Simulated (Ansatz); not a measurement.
A scan (energy over volume and axial ratio; atoms clamped) gave these values. Computed with PBE (plane waves to 420 eV, PAW, scalar-relativistic; Ansatz, a first-principles code).

| Quantity | Result |
|---|---|
| Modulus against c/a change at fixed volume, (3/4V)·∂²E/∂(ln c/a)² (fit, atoms clamped) | 89 GPa |

**Question.** Of these crystals, all scanned alike, which one is it?
A. Ti (hcp, Mg type)
B. TiAl₃ (D022 type, space group I4/mmm)
C. Se (trigonal-Se type, space group P3_121)
D. CdSe (wurtzite)

**Answer.** B, TiAl₃ (D022 type, space group I4/mmm). The others have, for the modulus against c/a change at fixed volume, (3/4V)·∂²E/∂(ln c/a)²: Ti 58 GPa, CdSe 38 GPa, Se 19 GPa

All were relaxed with their symmetry unable to fall. Ti is run without spin polarisation. TiAl3 is run without spin polarisation. With partly filled bands, the response to shear is sensitive to the k mesh, so small differences along c/a are uncertain.

(A scan under strain: stresses follow from slopes of the energy per volume, elastic moduli from its curvatures.)
